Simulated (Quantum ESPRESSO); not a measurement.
## TiHfGaTaO8 (input and log of a self-consistent run)

Simulated, not a measurement. The program is pw.x of Quantum ESPRESSO 7.5 (plane-wave density functional theory). The cell is made up: 12 atoms on a rutile lattice, with randomly drawn elements, strain and displacements, not relaxed. PseudoDojo standard norm-conserving files (v0.5 for PBE, v0.4.1 for LDA and PBEsol) set the functional; there is no spin polarisation, spin-orbit coupling or dispersion term, and the masses in the input are unused placeholders.

The hafnium pseudopotential is less sure than the others, with forces about 3 percent (worst 6) and pressure in oxides about 1.5 GPa (worst 2.7) from a second method in checks, which no rerun with the same files tests.

Input:

```
&control calculation='scf', pseudo_dir='./dojo.nc.sr.pbe.v0_5.standard.upf', outdir='./o', disk_io='medium', tprnfor=.true., tstress=.true. /
&system ibrav=0, nat=12, ntyp=5, nbnd=55, ecutwfc=84.00895049, nosym=.true., tot_charge=0,
 occupations='smearing', smearing='fd', degauss=0.0018374661
/
&electrons conv_thr=7.350e-09, electron_maxstep=60, /
ATOMIC_SPECIES
Ga 1.0 Ga.upf
Hf 1.0 Hf.upf
O 1.0 O.upf
Ta 1.0 Ta.upf
Ti 1.0 Ti.upf
CELL_PARAMETERS angstrom
4.7904 0.0 0.0
0.0 4.7904 0.0
0.0 0.0 6.1751
ATOMIC_POSITIONS angstrom
Ti 0.0255 0.0102 0.0315
Hf 2.3848 2.4129 1.5211
Ga -0.0066 -0.0042 3.1059
Ta 2.3906 2.4149 4.6391
O 1.4549 1.4562 0.006
O 3.3318 3.3362 -0.029
O 3.8515 0.9497 1.5213
O 0.9569 3.8796 1.5959
O 1.4518 1.456 3.1033
O 3.3411 3.3014 3.1105
O 3.8499 0.9148 4.6346
O 0.9368 3.8309 4.6137
K_POINTS automatic
5 5 4 1 1 1
```

The log is shortened where brackets say so; the opening notice, blank lines, dates and the lines on written files are dropped, and the path of the files is cut. It prints rydbergs, bohrs and kilobars, and counts compression as positive stress. With no partly filled state, the Fermi energy that it prints is only some level between the filled and the empty states on the mesh, and need not lie in the true gap.

```
     Program PWSCF v.7.5
     Parallel version (MPI & OpenMP), running on       1 processor cores
     Number of MPI processes:                 1
     Threads/MPI process:                     1
     [start-up lines left out]
     bravais-lattice index     =            0
     lattice parameter (alat)  =       9.0525  a.u.
     unit-cell volume          =     956.2780 (a.u.)^3
     number of atoms/cell      =           12
     number of atomic types    =            5
     number of electrons       =        98.00
     number of Kohn-Sham states=           55
     kinetic-energy cutoff     =      84.0090  Ry
     charge density cutoff     =     336.0358  Ry
     scf convergence threshold =      7.3E-09
     mixing beta               =       0.7000
     number of iterations used =            8  plain     mixing
     Exchange-correlation= PBE
                           (   1   4   3   4   0   0   0)
     [axes and pseudopotential details left out]
   Cartesian axes
     site n.     atom                  positions (alat units)
         1        Ti     tau(   1) = (   0.0053231   0.0021293   0.0065757  )
         2        Hf     tau(   2) = (   0.4978290   0.5036949   0.3175309  )
         3        Ga     tau(   3) = (  -0.0013778  -0.0008768   0.6483592  )
         4        Ta     tau(   4) = (   0.4990397   0.5041124   0.9684160  )
         5        O      tau(   5) = (   0.3037116   0.3039830   0.0012525  )
         6        O      tau(   6) = (   0.6955160   0.6964345  -0.0060538  )
         7        O      tau(   7) = (   0.8040038   0.1982507   0.3175726  )
         8        O      tau(   8) = (   0.1997537   0.8098697   0.3331455  )
         9        O      tau(   9) = (   0.3030645   0.3039412   0.6478165  )
        10        O      tau(  10) = (   0.6974574   0.6891700   0.6493195  )
        11        O      tau(  11) = (   0.8036698   0.1909653   0.9674766  )
        12        O      tau(  12) = (   0.1955578   0.7997036   0.9631137  )
     number of k points=    50  Fermi-Dirac smearing, width (Ry)=  0.0018
                       cart. coord. in units 2pi/alat
        k(    1) = (   0.1000000   0.1000000   0.0969701), wk =   0.0400000
        k(    2) = (   0.1000000   0.1000000   0.2909103), wk =   0.0400000
     [further k points left out]
     Dense  grid:    99333 G-vectors     FFT dimensions: (  54,  54,  72)
     Estimated max dynamical RAM per process >     177.11 MB
     Initial potential from superposition of free atoms
     starting charge      97.9929, renormalised to      98.0000
     Starting wfcs are   71 randomized atomic wfcs
     total cpu time spent up to now is       29.7 secs
     per-process dynamical memory:   103.2 Mb
     Self-consistent Calculation
     iteration #  1     ecut=    84.01 Ry     beta= 0.70
     Davidson diagonalization with overlap
     ethr =  1.00E-02,  avg # of iterations =  2.0
     total cpu time spent up to now is       87.1 secs
     total energy              =    -777.96954097 Ry
     estimated scf accuracy    <       4.76594182 Ry
     iteration #  2     ecut=    84.01 Ry     beta= 0.70
     Davidson diagonalization with overlap
     ethr =  4.86E-03,  avg # of iterations =  6.2
     total cpu time spent up to now is      187.6 secs
     total energy              =    -772.18594816 Ry
     estimated scf accuracy    <      54.55268420 Ry
     iteration #  3     ecut=    84.01 Ry     beta= 0.70
     Davidson diagonalization with overlap
     ethr =  4.86E-03,  avg # of iterations =  7.0
     total cpu time spent up to now is      276.0 secs
     total energy              =    -780.11743496 Ry
     estimated scf accuracy    <       3.95510018 Ry
     iteration #  4     ecut=    84.01 Ry     beta= 0.70
     Davidson diagonalization with overlap
     ethr =  4.04E-03,  avg # of iterations =  2.0
     total cpu time spent up to now is      346.0 secs
     total energy              =    -780.52014836 Ry
     estimated scf accuracy    <       0.96798543 Ry
     iteration #  5     ecut=    84.01 Ry     beta= 0.70
     Davidson diagonalization with overlap
     ethr =  9.88E-04,  avg # of iterations =  1.7
     total cpu time spent up to now is      392.9 secs
     total energy              =    -780.40738325 Ry
     estimated scf accuracy    <       0.70452459 Ry
     [iterations 6 to 12 left out]
     iteration # 13     ecut=    84.01 Ry     beta= 0.70
     Davidson diagonalization with overlap
     ethr =  3.89E-08,  avg # of iterations =  3.4
     total cpu time spent up to now is      939.5 secs
     total energy              =    -780.45528212 Ry
     estimated scf accuracy    <       0.00000403 Ry
     iteration # 14     ecut=    84.01 Ry     beta= 0.70
     Davidson diagonalization with overlap
     ethr =  4.11E-09,  avg # of iterations =  2.9
     total cpu time spent up to now is      977.2 secs
     total energy              =    -780.45528279 Ry
     estimated scf accuracy    <       0.00000020 Ry
     iteration # 15     ecut=    84.01 Ry     beta= 0.70
     Davidson diagonalization with overlap
     ethr =  2.05E-10,  avg # of iterations =  5.3
     total cpu time spent up to now is     1048.2 secs
     total energy              =    -780.45528291 Ry
     estimated scf accuracy    <       0.00000004 Ry
     iteration # 16     ecut=    84.01 Ry     beta= 0.70
     Davidson diagonalization with overlap
     ethr =  4.24E-11,  avg # of iterations =  4.1
     total cpu time spent up to now is     1116.4 secs
     total energy              =    -780.45528291 Ry
     estimated scf accuracy    <       0.00000001 Ry
     iteration # 17     ecut=    84.01 Ry     beta= 0.70
     Davidson diagonalization with overlap
     ethr =  1.32E-11,  avg # of iterations =  2.5
     total cpu time spent up to now is     1170.6 secs
     End of self-consistent calculation
          k = 0.1000 0.1000 0.0970 ( 12440 PWs)   bands (ev):
   -59.4951 -51.5781 -48.6253 -26.0758 -25.9332 -25.8641 -24.8182 -24.8160
   -24.8085 -20.5897 -20.4243 -20.3387  -9.2823  -8.5895  -8.3482  -7.9883
    -7.7183  -7.6471  -7.5631  -7.2240  -4.3346  -4.3253  -4.3020  -4.1590
    -4.0392   2.2988   3.4650   3.8304   4.3111   4.4070   4.4257   4.6216
     4.8682   5.2712   5.3972   5.8464   6.2799   6.3987   6.4448   6.5725
     6.7222   6.7949   7.2962   7.5157   7.6308   7.7113   8.0382   8.1698
     8.6148  10.7093  11.0450  11.3821  11.6905  12.4960  12.9116
     [levels at the other k points left out]
     the Fermi energy is     9.9170 ev
!    total energy              =    -780.45528291 Ry
     estimated scf accuracy    <          2.3E-09 Ry
     smearing contrib. (-TS)   =      -0.00000000 Ry
     internal energy E=F+TS    =    -780.45528291 Ry
     The total energy is F=E-TS. E is the sum of the following terms:
     one-electron contribution =    -240.42250157 Ry
     hartree contribution      =     176.85452807 Ry
     xc contribution           =    -184.30620140 Ry
     ewald contribution        =    -532.58110802 Ry
     convergence has been achieved in  17 iterations
     Forces acting on atoms (cartesian axes, Ry/au):
     atom    1 type  5   force =    -0.01472450    0.01371023    0.02789786
     atom    2 type  2   force =     0.00349278   -0.00719968    0.06734785
     atom    3 type  1   force =     0.00061477    0.00791258   -0.01231374
     atom    4 type  4   force =     0.00046166   -0.01105422   -0.07600037
     atom    5 type  3   force =    -0.02143458   -0.02159818   -0.05780155
     atom    6 type  3   force =     0.01799685    0.01554229   -0.04128405
     atom    7 type  3   force =     0.04589904   -0.05006255   -0.03314220
     atom    8 type  3   force =    -0.04612772    0.03774129   -0.04619328
     atom    9 type  3   force =     0.00754393    0.00691253    0.05099343
     atom   10 type  3   force =    -0.00047613    0.00447020    0.05225826
     atom   11 type  3   force =    -0.00272862    0.00680340    0.03116711
     atom   12 type  3   force =     0.00948252   -0.00317788    0.03707067
     Total force =     0.194385     Total SCF correction =     0.000132
     Computing stress (Cartesian axis) and pressure
          total   stress  (Ry/bohr**3)                   (kbar)     P=      -58.17
  -0.00045103   0.00012349   0.00002405          -66.35       18.17        3.54
   0.00012349  -0.00043046   0.00000807           18.17      -63.32        1.19
   0.00002405   0.00000807  -0.00030480            3.54        1.19      -44.84
     init_run     :     27.71s CPU     29.47s WALL (       1 calls)
     electrons    :   1103.42s CPU   1140.97s WALL (       1 calls)
     forces       :     12.18s CPU     12.29s WALL (       1 calls)
     stress       :     48.74s CPU     50.40s WALL (       1 calls)
     [timing details left out]
     PWSCF        :  19m52.37s CPU  20m33.88s WALL
     JOB DONE.
```

In other units: free energy -10618.635 eV for the cell, pressure -5.82 GPa, largest force component 1.954 eV/Å. A rerun of this cell at a cutoff of 1437 eV and k mesh 7 x 7 x 6 moved values by no more than 0.004 eV in energy, 0.04 GPa in stress and 0.003 eV/Å in force.